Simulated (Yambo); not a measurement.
A G0W0@PBEsol run in Yambo for RbMo$_{2}$AlO$_{8}$ (space group P-3m1, No. 164) (3×3×2 Γ-centred k mesh, bands 3 to 230 and a 6 Ry block in the screening, 230 bands in G with the Bruneval-Gonze terminator, plasmon pole fitted at 27.2 eV) gives these matrix elements, in eV, at the band edges (Γ → Γ):

```json
[
 {"state": "valence edge", "E0": "0.000", "<Vxc>": "-19.724", "<Σx>": "-24.775", "<Σc(E0)>": "3.998", "Z": "0.780"},
 {"state": "conduction edge", "E0": "3.677", "<Vxc>": "-18.724", "<Σx>": "-13.461", "<Σc(E0)>": "-2.997", "Z": "0.815"}
]
```

Question: Solve the linearised quasiparticle equation for both states, give the gap, and say how exchange and correlation each act on it.

Answer: E = E0 + Z(Σx + Σc − Vxc). Valence: 0.000 + 0.780 × (-24.775 + (3.998) − (-19.724)) = -0.82 eV. Conduction: 3.677 + 0.815 × (-13.461 + (-2.997) − (-18.724)) = 5.52 eV. The gap is 6.34 eV, against 3.68 eV in PBEsol. Replacing Vxc by bare exchange alone would open it by 10.31 eV; correlation takes back 7.00 eV of that, and Z scales what is left. Nearest settings tried, and what they do to the gap: 154 bands in W, 154 bands in G: +52 meV; 2 Ry block (73 vectors against 365): +428 meV. Not varied: mesh. So the settings aren't converged at that level. Spin-orbit splittings are left out.

Geometry of the Materials Project entry, not relaxed at this level; primitive cell a = b = 5.6537 Å, c = 7.4760 Å, α = β = 90.00°, γ = 120.00°.

The structure is a Materials Project entry; no match was found in the copy of COD used, and its stability was not checked.
